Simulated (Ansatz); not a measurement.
Trial structure of Ca₅Si₂S₂, not yet relaxed:

```
Ca Si S
1.0
     4.93232    0.00000    0.00000
    -2.46616    4.27152    0.00000
     0.00000    0.00000    9.43063
Ca Si S
5 2 2
Direct
  0.33333 0.66667 0.11433
  0.66667 0.33333 0.88567
  0.33333 0.66667 0.43135
  0.66667 0.33333 0.56865
  0.00000 0.00000 0.00000
  0.00000 0.00000 0.30713
  0.00000 0.00000 0.69287
  0.33333 0.66667 0.75813
  0.66667 0.33333 0.24187
```

Computed with DFT PBE, scalar-relativistic, plane waves, PAW (Ansatz). Settings: cutoff 420 eV, Γ-centred mesh 6×6×2 on the computed 9-atom cell, Gaussian smearing of 0.10 eV; no spin polarisation.

Energies over the elements count from the elements' standard structures at the same level, with no fitted energy shifts.

Q: Estimate its pressure, forces and energy as it stands.

A: The pressure is 4.8 GPa (the mean over three directions, positive in compression), the largest force is 1.10 eV/Å, and the energy is +0.11 eV/atom against the elements. The shortest distance is 2.90 Å.

Q: Is it a good guess?

A: A poor one: relaxing gains about 1.1 eV/atom in 17 ionic steps and ends at −0.998 eV/atom on the finer mesh. The symmetry stays P-3m1 (No. 164). The volume per atom grows by 5.2 %, from 22.1 to 23.2 Å³. The shortest distance goes from 2.90 Å (Ca–Si) to 2.51 Å (Si–Si). Conventional cell: a = 4.960 Å, c = 9.812 Å. Around Ca on a site of symmetry 3m lie 4 S at 3.00–3.03 Å, 3 Si at 3.31 Å, 6 Ca at 3.49–3.52 Å and 1 Ca at 3.78 Å; around Si lie 1 Si at 2.51 Å, 3 Ca at 2.89 Å, 3 Ca at 3.31 Å, 4 Ca at 3.57–3.65 Å and 3 S at 3.90 Å; S is surrounded by 8 Ca at 3.00–3.04 Å, 3 S at 3.50 Å and 3 Si at 3.90 Å; 2 more sites not described.

The last run used a 12×12×4 mesh (in the run's order of axes) for its 9-atom cell and Gaussian smearing of 0.01 eV. The reference form of S is held partly by dispersion forces, which this level lacks. The relaxation can't lower the symmetry of the start, and the grade says only how near the guess is to its own end. A structure relaxed within its symmetry needn't be a true minimum.
